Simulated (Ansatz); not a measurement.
### Question
TaC (rock salt, Fm-3m) is relaxed with plane-wave PAW LDA (Ansatz code). What lattice parameters of the conventional cell result?

### Answer
a = 4.414 Å.

### Question
Is it a metal or does it have a gap at this level?

### Answer
No gap at this level.

Symmetry was held in the LDA relaxation. No spin polarisation was allowed. Spin–orbit coupling is left out wherever it is not named.

Potentials: the earlier of the program's two PAW sets. The files were generated under PBE; for other functionals the program regenerates the frozen cores, and for LDA and PBEsol the local potential too.
